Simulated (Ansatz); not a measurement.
The start is a generated cell, Sr placed in the omega structure type. The cell and all atomic positions are relaxed at zero pressure with r2SCAN (plane waves to 500 eV, PAW, scalar-relativistic; Ansatz, a program for electronic structure). The first steps use a coarse 6×6×8 k-mesh.

Initial structure:
```
Sr
1.0
    6.81720     0.00000     0.00000
   -3.40860     5.90387     0.00000
    0.00000     0.00000     4.14633
Sr
3
Direct
  0.00000   0.00000   0.00000
  0.33333   0.66667   0.50000
  0.66667   0.33333   0.50000
```

By how much does the energy per atom fall from start to end?

Under 0.01 eV/atom.

How does the volume per atom move from start to end?

+3.3 %, from 55.63 to 57.47 Å³/atom.

Is the relaxed structure metallic? Give its gap.

No gap (metallic).

What does it relax into? Give the structure.


Space group P6/mmm (No. 191); a = b = 6.946 Å, c = 4.126 Å, α = β = 90.00°, γ = 120.00°

```tsv
atom	site	symmetry	x	y	z
Sr	1a	6/mmm	0.0000	0.0000	0.0000
Sr	2d	-6m2	0.3333	0.6667	0.5000
```

The space group stays P6/mmm (No. 191) (the run could not lower it), with 3 atoms in the primitive cell. Final values are on a 8×8×11 k-mesh of the relaxed cell. No spin polarisation in the result.

The run could not lose the symmetry of its start: the end is stationary, and may be a saddle point rather than a minimum.

All atoms sit on sites fixed by symmetry, so only the cell could relax.

The relaxed structure here is a generated cell of Sr: the first start was made by placing the elements on the sites of a structure type, and the end was not matched to a known phase here, so it may be hypothetical. Known forms of Sr include space group No. 225.
